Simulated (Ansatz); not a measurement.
Below is a relaxed structure of CaYI4. The cell was found from a structure generator's guess, not taken from experiment.

All numbers below come from Ansatz 0.2.0, DFT PBE, scalar-relativistic, plane waves, PAW. Cutoff 420 eV, Γ-centred mesh, Gaussian smearing, no spin polarisation.

```
CELL_PARAMETERS angstrom
5.42148 0.00000 0.00000
0.00000 5.42148 0.00000
0.00000 0.00000 7.69315
ATOMIC_POSITIONS crystal
Ca 0.50000 0.50000 0.50000
Y 0.00000 0.00000 0.00000
I 0.50000 0.00000 0.24387
I 0.00000 0.50000 0.75613
I 0.50000 0.00000 0.75613
I 0.00000 0.50000 0.24387
```

The zero of energy is the elements' standard structures at the same level; no fitted shifts are applied.

(1) What space group does it have?

(2) What is its formation energy per atom?

(3) Is it a metal?

(4) From what recipe could a structure generator have reached it?

## Answers

(1) P4/mmm (No. 123). Conventional cell: a = 5.421 Å, c = 7.693 Å. Around Ca lie 8 I at 3.35 Å; Y has 8 I at 3.30 Å; around I lie 2 Y at 3.30 Å, 2 Ca at 3.35 Å and 6 I at 3.75–3.94 Å.

(2) −1.20 eV/atom. Whether it is stable depends on the other phases of the system, which aren't compared here.

(3) Yes, bands cross the Fermi level on the 8×8×6 mesh.

(4) One such recipe: ordered mixture on the cation sites of fluorite (P4/mmm, No. 123). Other recipes can lead to the same cell.

The last run used an 8×8×6 mesh (in the run's order of axes) for its 6-atom cell and Gaussian smearing of 0.10 eV. These runs have no spin–orbit coupling, which can matter for I. An odd number of electrons in the primitive cell allows no gap without spin; a larger cell or a magnetic state could open one. The cell is a metal run without spin; a magnetic state may lie lower. The reference form of I is held partly by dispersion forces, which this level lacks. A structure relaxed within its symmetry needn't be a true minimum.
